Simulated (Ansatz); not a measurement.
C:
```cif
data_C8
_chemical_formula_sum 'C8'
_space_group_name_H-M_alt 'P 1'
_space_group_IT_number 1
_cell_length_a 3.87054
_cell_length_b 3.87054
_cell_length_c 3.87054
_cell_angle_alpha 109.471
_cell_angle_beta 109.471
_cell_angle_gamma 109.471
loop_
_space_group_symop_operation_xyz
  'x, y, z'
loop_
_atom_site_label
_atom_site_type_symbol
_atom_site_fract_x
_atom_site_fract_y
_atom_site_fract_z
_atom_site_occupancy
C1 C 0.50000 0.00000 0.31302 1
C2 C 0.68698 0.50000 0.00000 1
C3 C 0.31302 0.50000 0.00000 1
C4 C 0.00000 0.68698 0.50000 1
C5 C 0.00000 0.31302 0.50000 1
C6 C 0.50000 0.00000 0.68698 1
C7 C 0.18698 0.18698 0.18698 1
C8 C 0.81302 0.81302 0.81302 1
```

Relaxed with r²SCAN. Independent-particle spectrum: no excitons, no local fields, no scissors shift; 0.1 eV broadening; ε₁ of the summed bands alone.

### Question
Tabulate the dielectric function from r²SCAN (plane waves, PAW; program Ansatz).

### Answer


```csv
E (eV),ε₁ xx,ε₂ xx
0.0,6.64,0.00
0.5,6.66,0.00
1.0,6.71,0.00
1.5,6.79,0.00
2.0,6.92,0.00
2.5,7.11,0.00
3.0,7.34,0.10
3.5,7.56,0.13
4.0,7.88,0.17
4.5,8.29,0.24
5.0,8.80,0.32
5.5,9.53,0.40
6.0,10.72,0.52
6.5,12.47,1.29
7.0,14.34,4.87
7.5,15.37,7.32
8.0,12.26,11.16
8.5,9.96,12.73
9.0,8.01,12.26
9.5,7.64,14.57
10.0,3.90,17.04
10.5,-1.28,14.62
11.0,-3.39,12.06
11.5,-3.98,9.97
12.0,-3.80,8.24
```

### Question
From ε at 4.2 eV (xx: 8.03 + 0.20i), find n, k, the normal reflectivity and the absorption coefficient.

### Answer
n = 2.83, k = 0.035, R = 23 %, α = 2kE/ħc = 15000 cm⁻¹.

With all bands, ε∞ without local fields is 6.84.

Space group Ia-3. The start of the workflow was typed in or built on a structure type; neither database checked (COD, Materials Project) lists it. It is not the phase usual at ambient conditions (space group No. 194, 227). Symmetry was held in the r²SCAN relaxation; its stability against distortions is not shown here.

Potentials: the earlier of the program's two PAW sets.
